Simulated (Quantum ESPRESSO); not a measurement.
**Kohn-Sham bands of Li (hcp (Mg type), model phase)**

```xyz
2
Lattice="3.0148 0.0000 0.0000 -1.5074 2.6109 0.0000 0.0000 0.0000 5.1083" Properties=species:S:1:pos:R:3 pbc="T T T"
Li     1.5074    -0.8703     1.2771
Li    -1.5074     0.8703    -1.2771
```

Cell from Materials Project (mp-10173), symmetrised, no further relaxation. This isn't the element's usual structure (bcc); take it as a model of another phase. Method: PBEsol plane waves in Quantum ESPRESSO 7.5 (PseudoDojo norm-conserving files, 60 Ry, no spin polarisation, no spin-orbit coupling), Bloch states on a 12×12×6 mesh through Γ, Wannier90 4.0.1. Density: 18×18×8 mesh, cold smearing 0.01 Ry.

Task: List the Kohn-Sham levels between −8 and 3.0 eV relative to the Fermi level at the high-symmetry points, as a band run of pw.x on that density gives them (levels within 2 meV counted together).

Result: 
```json
[
 {"point": "Γ", "k (reciprocal lattice)": "0.000 0.000 0.000", "levels (eV)": "-3.57, -0.21, 2.66"},
 {"point": "M", "k (reciprocal lattice)": "0.500 0.000 0.000", "levels (eV)": "-0.01, 1.13"},
 {"point": "K", "k (reciprocal lattice)": "0.333 0.333 0.000", "levels (eV)": "1.43, 2.36 (×2)"},
 {"point": "A", "k (reciprocal lattice)": "0.000 0.000 0.500", "levels (eV)": "-2.51 (×2)"},
 {"point": "L", "k (reciprocal lattice)": "0.500 0.000 0.500", "levels (eV)": "0.73 (×2)"},
 {"point": "H", "k (reciprocal lattice)": "0.333 0.333 0.500", "levels (eV)": "2.28 (×2), 2.82 (×2)"}
]
```
